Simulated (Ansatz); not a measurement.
Relaxed-ion elastic tensor of CsLiWO₄ in space group I-4 (No. 82; Cs on 2a, Li on 2c, W on 2b, O on 8g) in GPa (Voigt order), PBEsol (plane waves, PAW; program Ansatz); density 4.53 g/cm³, 20.29 Å³ per atom.

|  | 1 | 2 | 3 | 4 | 5 | 6 |
|---|---|---|---|---|---|---|
| 1 | 48.5 | 13.6 | 15.6 | 0.0 | 0.0 | 3.1 |
| 2 | 13.6 | 48.5 | 15.6 | 0.0 | 0.0 | -3.1 |
| 3 | 15.6 | 15.6 | 29.1 | 0.0 | 0.0 | 0.0 |
| 4 | 0.0 | 0.0 | 0.0 | 3.2 | 0.0 | 0.0 |
| 5 | 0.0 | 0.0 | 0.0 | 0.0 | 3.2 | 0.0 |
| 6 | 3.1 | -3.1 | 0.0 | 0.0 | 0.0 | 14.5 |

Problem. Is the crystal mechanically stable?

Solution. Yes: the smallest eigenvalue of C is 3.2 GPa.

Problem. Work out the Voigt, Reuss and Hill averages.

Solution. K_V = 24.0, K_R = 22.8, K_H = 23.4; G_V = 9.6, G_R = 5.8, G_H = 7.7 GPa.

Problem. Give Young's modulus, Poisson's ratio, Pugh's ratio and the universal anisotropy index.

Solution. E = 9KG/(3K + G) = 20.8 GPa; ν = 0.35; K/G = 3.04 (ductile by the Pugh limit of 1.75); A_U = 5G_V/G_R + K_V/K_R − 6 = 3.39.

Problem. Estimate the sound speeds and the Debye temperature.

Solution. v_l = √((K + 4G/3)/ρ) = 2720 m/s, v_t = √(G/ρ) = 1300 m/s, mean 1460 m/s; Θ = (h/k)(3n/4πV)^(1/3) v_m = 160 K.

Problem. Solve the Christoffel equation for the three sound speeds along x, y, z.

Solution. Eigenvalues of C_ijkl n_j n_l equal ρv² (piezoelectric stiffening left out). In km/s, slowest first: x 0.84, 1.77, 3.28; y 0.84, 1.77, 3.28; z 0.84, 0.84, 2.53.

Problem. How much does each axis shrink under pressure?

Solution. Linear compressibilities β_i = Σ_j S_ij (j = 1 to 3): x 10, y 10, z 23 per TPa.

The workflow started from a Materials Project entry (that database holds measured and hypothetical structures alike); the Crystallography Open Database copy checked does not list it. Its standing as an ambient phase is unchecked. The cell was relaxed with PBEsol under the symmetry of its start; its stability against distortions is not shown here. No spin polarisation was allowed. No Hubbard U is applied. Scalar-relativistic: spin–orbit coupling is off unless named, which matters more the heavier the elements.

Potentials: the later of the program's two PAW sets.
